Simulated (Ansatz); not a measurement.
TiZn$_{3}$:
```
CELL_PARAMETERS angstrom
      3.87814     0.00000     0.00000
      0.00000     3.87814     0.00000
      0.00000     0.00000     3.87814
ATOMIC_POSITIONS crystal
  Zn 0.00000 0.50000 0.50000
  Zn 0.50000 0.00000 0.50000
  Zn 0.50000 0.50000 0.00000
  Ti 0.00000 0.00000 0.00000
```

Relaxed with r²SCAN.

Q: Which orbitals make up the states near the Fermi level in plane-wave PAW r²SCAN (Ansatz code)?

A: Within 0.5 eV of the Fermi level: Ti 3d 74 %, outside the projected shells 21 %. Projections are on Löwdin-orthogonalised atomic valence shells; empty p or d shells of many metals are not among them.

Q: Tabulate the density of states.

A: States/eV per cell of 4 atoms, in 0.25 eV bins, energy from the Fermi level.

```
E (eV)  total  Zn 3d  Ti 3d  Zn 4s
------  -----  -----  -----  -----
-7.85    9.98   8.79   0.16   0.89
-7.60   25.40  24.01   0.28   0.71
-7.35   20.81  20.15   0.15   0.29
-7.10   29.18  28.53   0.15   0.35
-6.85   24.35  23.92   0.07   0.28
-6.60   10.53  10.03   0.04   0.39
-6.35    0.99   0.46   0.05   0.41
-6.10    0.82   0.25   0.06   0.42
-5.85    0.79   0.18   0.08   0.43
-5.60    0.73   0.14   0.07   0.40
-5.35    0.66   0.12   0.06   0.35
-5.10    0.67   0.11   0.06   0.34
-4.85    0.70   0.10   0.06   0.36
-4.60    0.77   0.10   0.07   0.39
-4.35    0.90   0.11   0.10   0.45
-4.10    0.98   0.11   0.12   0.48
-3.85    0.85   0.08   0.11   0.42
-3.60    0.98   0.10   0.11   0.55
-3.35    1.10   0.11   0.14   0.65
-3.10    1.21   0.11   0.19   0.67
-2.85    1.27   0.11   0.26   0.65
-2.60    1.39   0.11   0.35   0.65
-2.35    1.19   0.08   0.35   0.50
-2.10    1.23   0.06   0.39   0.43
-1.85    1.48   0.06   0.49   0.39
-1.60    1.58   0.06   0.59   0.34
-1.35    1.75   0.06   0.73   0.28
-1.10    2.04   0.06   0.99   0.23
-0.85    2.35   0.06   1.32   0.18
-0.60    2.74   0.07   1.77   0.11
-0.35    3.60   0.08   2.57   0.08
-0.10    3.23   0.06   2.37   0.04
0.15     2.28   0.04   1.74   0.02
0.40     1.62   0.03   1.31   0.02
0.65     1.31   0.03   1.07   0.02
0.90     1.32   0.03   1.06   0.02
1.15     1.22   0.03   0.96   0.02
1.40     0.91   0.02   0.70   0.01
1.65     1.87   0.03   1.46   0.05
1.90     4.94   0.03   4.22   0.15
2.15     3.73   0.04   2.78   0.17
2.40     3.54   0.05   2.15   0.22
2.65     2.63   0.03   1.40   0.21
2.90     1.90   0.02   0.85   0.17
3.15     1.45   0.01   0.55   0.14
3.40     1.14   0.01   0.36   0.12
3.65     0.88   0.01   0.24   0.13
3.90     0.61   0.00   0.13   0.15
4.15     2.49   0.01   0.90   0.98
4.40     2.88   0.02   0.83   0.96
4.65     1.93   0.01   0.44   0.58
```

Space group Pm-3m (Cu3Au type). The workflow started from an entry of the Crystallography Open Database (COD). Whether it is the stable phase at ambient conditions was not checked. The cell was relaxed with r²SCAN under the symmetry of its start; its stability against distortions is not shown here. No spin polarisation was allowed.

Potentials: the later of the program's two PAW sets.
